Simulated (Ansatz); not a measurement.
Zr3N4:
```
Zr3N4
1.0
   -3.35130     3.35130     3.35130
    3.35130    -3.35130     3.35130
    3.35130     3.35130    -3.35130
N Zr
8 6
Direct
  0.14175   0.14175   0.14175
  0.85825   0.50000   0.00000
  0.50000   0.00000   0.35825
  0.00000   0.85825   0.50000
  0.35825   0.50000   0.00000
  0.64175   0.64175   0.64175
  0.00000   0.35825   0.50000
  0.50000   0.00000   0.85825
  0.25000   0.62500   0.37500
  0.37500   0.25000   0.62500
  0.75000   0.87500   0.12500
  0.12500   0.75000   0.87500
  0.62500   0.37500   0.25000
  0.87500   0.12500   0.75000
```

The program Ansatz at the PBEsol level (PAW) gives a gap of 0.75 eV without spin–orbit coupling, maximum at Γ, minimum at Γ.

Task: What happens when spin–orbit coupling is switched on?

Result: The gap drops by 0.02 eV, to 0.73 eV; maximum on the Γ–H line, 2 % of the way from Γ, minimum at Γ.

Task: How large is the spin–orbit splitting of the valence top at Γ?

Result: The fourfold level lies 0.08 eV above the split-off pair.

Space group I-43d. Symmetry was held in the PBEsol relaxation. The run is not spin-polarised.

Potentials: the later of the program's two PAW sets.
